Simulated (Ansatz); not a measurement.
## Computed properties of W$_{3}$N$_{4}$

W3N4:
```yaml
crystal:
  lattice:
    - [4.19447, 0.00000, 0.00000]
    - [0.00000, 4.19447, 0.00000]
    - [0.00000, 0.00000, 4.19447]
  atoms:
    - { symbol: N, position: [0.50000, 0.50000, 0.50000] }
    - { symbol: N, position: [0.50000, 0.00000, 0.00000] }
    - { symbol: N, position: [0.00000, 0.50000, 0.00000] }
    - { symbol: N, position: [0.00000, 0.00000, 0.50000] }
    - { symbol: W, position: [0.50000, 0.50000, 0.00000] }
    - { symbol: W, position: [0.00000, 0.50000, 0.50000] }
    - { symbol: W, position: [0.50000, 0.00000, 0.50000] }
```

Space group Pm-3m (No. 221); conventional cell a = 4.194 Å, b = 4.194 Å, c = 4.194 Å, α = 90.00°, β = 90.00°, γ = 90.00°.

Method: plane-wave PAW r²SCAN (Ansatz code). Structure relaxed to zero pressure with the same functional. Other levels are named where they apply.

**Cell and energy**

- Volume per atom = 10.54 Å³
- Density = 13.67 g/cm³
- Formation energy from the elements (no fitted shifts) = -11 kJ/mol of atoms

**Electronic structure**

Electronic character: metallic (no gap)
Density of states at the Fermi level: 0.40 states/eV per atom (mean over ±0.08 eV)
Gap with spin–orbit coupling: none (metallic)

**Mechanics**

* **Bulk modulus (Birch–Murnaghan fit)**: 370 GPa
* **Pressure derivative B′**: 4.4

**Charges**

- Bader charges = N -1.79 to -1.47, W +2.07 e

The workflow started from an entry of the Crystallography Open Database (COD). Its standing as an ambient phase is unchecked. The r²SCAN relaxation kept the symmetry of its start; whether a distortion lowers the energy is not shown. No spin polarisation was allowed. The references are the lowest solids computed at this level, not always the standard phases (solids in place of the gases). Scalar-relativistic: spin–orbit coupling is off unless named, which matters more the heavier the elements.

Potentials: the later of the program's two PAW sets.
